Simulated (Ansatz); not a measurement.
Consider the following.

GeW in space group P-6m2 (No. 187; W on 1a, Ge on 1f), a = b = 3.2099 Å, c = 3.5523 Å, α = β = 90.00°, γ = 120.00°.

This is the r²SCAN-relaxed structure.

Task: All from the program Ansatz at the r²SCAN level (PAW), unless another level is named. Give the electronic character.

Result: metallic (no gap).

Task: And the density of states at the Fermi level?

Result: 0.25 states/eV per atom (mean over ±0.08 eV).

A made-up cell: these elements were put on the sites of a structure type; neither database checked (COD, Materials Project) lists it. Its standing as an ambient phase is unchecked. Symmetry was held in the r²SCAN relaxation; whether a distortion lowers the energy is not shown. The run is not spin-polarised. Spin–orbit coupling is left out wherever it is not named.

Potentials: the later of the program's two PAW sets.
